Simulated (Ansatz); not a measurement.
An Ansatz (a program for electronic structure) run. Input:

Ansatz 0.2 input:
```yaml
crystal:
  lattice:
    - [0.0, 2.7272114968, 2.7272114968]
    - [2.7272114968, 0.0, 2.7272114968]
    - [2.7272114968, 2.7272114968, 0.0]
  atoms:
    - { symbol: Ru, position: [0.0, 0.0, 0.0] }
    - { symbol: Ru, position: [0.25, 0.25, 0.25] }
kpoints:
  mp_grid: { grid: [10, 10, 10] }
  band_path:
    path:
      - [[0.0, 0.0, 0.0], [0.5, 0.0, 0.5], [0.625, 0.25, 0.625]]  # Γ-X-U
      - [[0.375, 0.375, 0.75], [0.0, 0.0, 0.0], [0.5, 0.5, 0.5], [0.5, 0.25, 0.75], [0.5, 0.0, 0.5]]  # K-Γ-L-W-X
    npoints: 12
basis: { xc_grid: 2 }
hamiltonian:
  xc: pbe
  pseudopotentials: { kind: paw }
magnetization: { noncollinear: true, spin_orbit: true }
scf:
  n_extra_bands: 12
  convergence: { dr2_threshold: 0.0000000001 }
  occupations: { method: gaussian, width: 0.05 }
output: { eigenvalues: true }
```

Output (shortened):

```
Pseudopotential: Ru, paw_fr, valence charge 16
Functional definition: PBE
non-collinear run that drives no moment, with spin-orbit …
Crystal: 2 atoms, lattice volume = 40.568 Å³
Basis set: ecut = 420 eV, 821 PW (Γ), exchange–correlation on 54×54×54 points (8 copies of the dense FFT grid, shifted against one another)
Bands: 44, of which v1, the nominal top of the filled ones, is band 32 counted from 1 (31 counted from 0)
Symmetry: 48 space group operations + 48 with time reversal
k-points: 47 of 1000
Projection manifold: j_resolved (fully-relativistic pseudo-atomic orbitals)
SCF iter   1: F=—  HF=-11758.623584 eV  |F-HF|=—  |Δ(HF+E_count)|=         —  Δρ=7.63e-2  dr2=1.88e0  dr2_m=0.00e0 (ungated)  ethr=3.10e-3  |M|=0.00e0 ∫|m|=0.00e0 μB  |m|>n=0.0e0 m-floor=0.0e0 τ_xc=0.0e0  β_m=0.30  ⟨swp⟩=7.7  Hψ=4988  notcnv=0  defer=36
preconditioner: auto → Kerker (q_TF=auto, 2.623 Å⁻¹)
spin=Noncollinear: Kerker preconditioning applied to the charge; magnetization (m_x, m_y, m_z) channels mix plain (no charge-response kernel on spin).
SCF iter   2: F=—  HF=-11758.319749 eV  |F-HF|=—  |Δ(HF+E_count)|=   3.04e-1  Δρ=5.09e-2  dr2=7.73e-1  dr2_m=0.00e0 (ungated)  ethr=3.10e-3  |M|=0.00e0 ∫|m|=0.00e0 μB  |m|>n=0.0e0 m-floor=0.0e0 τ_xc=0.0e0  β_m=0.57  ⟨swp⟩=2.0  Hψ=1367  notcnv=0  defer=250
preconditioner: auto → none
SCF iter   3: F=—  HF=-11758.149804 eV  |F-HF|=—  |Δ(HF+E_count)|=   1.70e-1  Δρ=7.76e-3  dr2=8.69e-3  dr2_m=0.00e0 (ungated)  ethr=2.42e-3  |M|=0.00e0 ∫|m|=0.00e0 μB  |m|>n=0.0e0 m-floor=0.0e0 τ_xc=0.0e0  β_m=0.73  ⟨swp⟩=2.0  Hψ=1425  notcnv=0  defer=256
SCF iter   4: F=—  HF=-11758.154530 eV  |F-HF|=—  |Δ(HF+E_count)|=   4.73e-3  Δρ=1.48e-3  dr2=7.35e-4  dr2_m=0.00e0 (ungated)  ethr=2.72e-5  |M|=0.00e0 ∫|m|=0.00e0 μB  |m|>n=0.0e0 m-floor=0.0e0 τ_xc=0.0e0  β_m=0.79  ⟨swp⟩=2.4  Hψ=1679  notcnv=0  defer=254
SCF iter   5: F=—  HF=-11758.154409 eV  |F-HF|=—  |Δ(HF+E_count)|=   1.21e-4  Δρ=3.67e-4  dr2=5.36e-5  dr2_m=0.00e0 (ungated)  ethr=2.30e-6  |M|=0.00e0 ∫|m|=0.00e0 μB  |m|>n=0.0e0 m-floor=0.0e0 τ_xc=0.0e0  β_m=0.77  ⟨swp⟩=3.0  Hψ=1695  notcnv=0  defer=254
SCF iter   6: F=—  HF=-11758.154399 eV  |F-HF|=—  |Δ(HF+E_count)|=   9.76e-6  Δρ=5.12e-5  dr2=7.85e-7  dr2_m=0.00e0 (ungated)  ethr=1.67e-7  |M|=0.00e0 ∫|m|=0.00e0 μB  |m|>n=0.0e0 m-floor=0.0e0 τ_xc=0.0e0  β_m=0.83  ⟨swp⟩=2.0  Hψ=1292  notcnv=0  defer=254
SCF iter   7: F=—  HF=-11758.154399 eV  |F-HF|=—  |Δ(HF+E_count)|=   1.31e-8  Δρ=2.90e-6  dr2=9.03e-10  dr2_m=0.00e0 (ungated)  ethr=2.45e-9  |M|=0.00e0 ∫|m|=0.00e0 μB  |m|>n=0.0e0 m-floor=0.0e0 τ_xc=0.0e0  β_m=0.88  ⟨swp⟩=2.5  Hψ=1669  notcnv=0  defer=254
SCF iter   8: F=-11758.154399 eV  HF=-11758.154399 eV  |F-HF|=5.28e-11  |Δ(HF+E_count)|=  5.73e-10  Δρ=5.22e-7  dr2=7.70e-11  dr2_m=0.00e0 (ungated)  ethr=1.00e-12  |M|=0.00e0 ∫|m|=0.00e0 μB  |m|>n=0.0e0 m-floor=0.0e0 τ_xc=0.0e0  ⟨swp⟩=8.7  Hψ=4017  notcnv=0
SCF 1 converged in 8 iterations: F = -11758.154399 eV  dr2 = 7.70e-11
NSCF: frozen V_eff on 74 k-points
SCF converged after 8 iterations
Magnetization: |M| = 0.0000 μB,  M = (+0.0000, +0.0000, +0.0000) μB
Absolute magnetization: 0.0000 μB (∫|m|)
  site 0: m = (+0.0000, +0.0000, +0.0000) μB, |m| = 0.0000 μB  (R = 0.97 Å)
  site 1: m = (+0.0000, +0.0000, +0.0000) μB, |m| = 0.0000 μB  (R = 0.97 Å)
Free energy (F): -11758.154399 eV
Harris-Foulkes:  -11758.154399 eV  (|F-HF|=5.28e-11)
Internal energy: -11758.152687 eV  (E = F + TS)
E sigma→0 (E₀):  -11758.153543 eV
Entropy (-TS):   -0.001711 eV (-0.856 meV/atom)
Fermi energy:    14.184393 eV
--- Per-component energies (eV) ---
  E_band       = -392.853304
  E_kinetic    = 1028.910798
  E_local      = -3873.658295  (includes V_loc(G=0)·N_el)
  E_nonlocal   = 689.740253
  E_hartree    = 1341.700776
  E_xc         = -378.092587
  E_vxc        = -474.229022  (∫ρ·V_xc dr)
  E_paw        = -6926.147534  (= ΣΔE_a)
  E_vpaw       = -447.018767  (= ΣTr[D̂ρ^β])
  E_aug_tail   = -0.000404  (compensation charges beyond the density's cutoff)
  E_ewald      = -3640.605696
  E_smearing   = -0.001711  (= −TS)
  E_closure    =  0.000000  (closes the sum)
  Σ components = -11758.154399   (vs F -11758.154399, Δ=0.00e0)
  [band-id]    e_kinetic+e_local+e_nonlocal+2·e_hartree+e_vxc+e_vpaw+e_augmentation_tail = -392.853884   (vs E_band -392.853304, Δ=-5.80e-4)
--- Band table (eV; the first three rows and the last of 47) ---
  k-point 0: bands = ["-58.7004", "-58.7004", "-58.1985", "-58.1985", "-31.2144", "-31.2144", "-30.4368", "-30.4368", "-27.9053", "-27.9053", "-27.9053", "-27.9053", "-26.9813", "-26.9813", "-26.9813", "-26.9813", "8.6887", "8.6887", "10.3933", "10.3933", …
  k-point 1: bands = ["-58.6914", "-58.6914", "-58.2079", "-58.2079", "-31.2042", "-31.2042", "-30.4578", "-30.4578", "-27.9161", "-27.9161", "-27.8770", "-27.8770", "-26.9987", "-26.9987", "-26.9699", "-26.9699", "8.8702", "8.8702", "10.2991", "10.2991", …
  k-point 2: bands = ["-58.6662", "-58.6662", "-58.2342", "-58.2342", "-31.1752", "-31.1752", "-30.5145", "-30.5145", "-27.9432", "-27.9432", "-27.7983", "-27.7983", "-27.0496", "-27.0496", "-26.9412", "-26.9412", "9.3646", "9.3646", "10.2071", "10.2071", …
  k-point 46: bands = ["-58.4523", "-58.4523", "-58.4522", "-58.4522", "-30.9288", "-30.9288", "-30.8623", "-30.8623", "-27.9630", "-27.9630", "-27.4909", "-27.4909", "-27.2886", "-27.2886", "-26.8808", "-26.8808", "9.6556", "9.6556", "9.7030", "9.7030", …
```

Cost: around 15 core-seconds (rough) on shared cores.

Space group Fd-3m (diamond). The start of the workflow was typed in or built on a structure type; neither database checked (COD, Materials Project) lists it. It is not the phase usual at ambient conditions (space group No. 194). Symmetry was held in the PBE relaxation; whether a distortion lowers the energy is not shown. The run is not spin-polarised.

Potentials: the later of the program's two PAW sets.

Ansatz is a plane-wave DFT program.
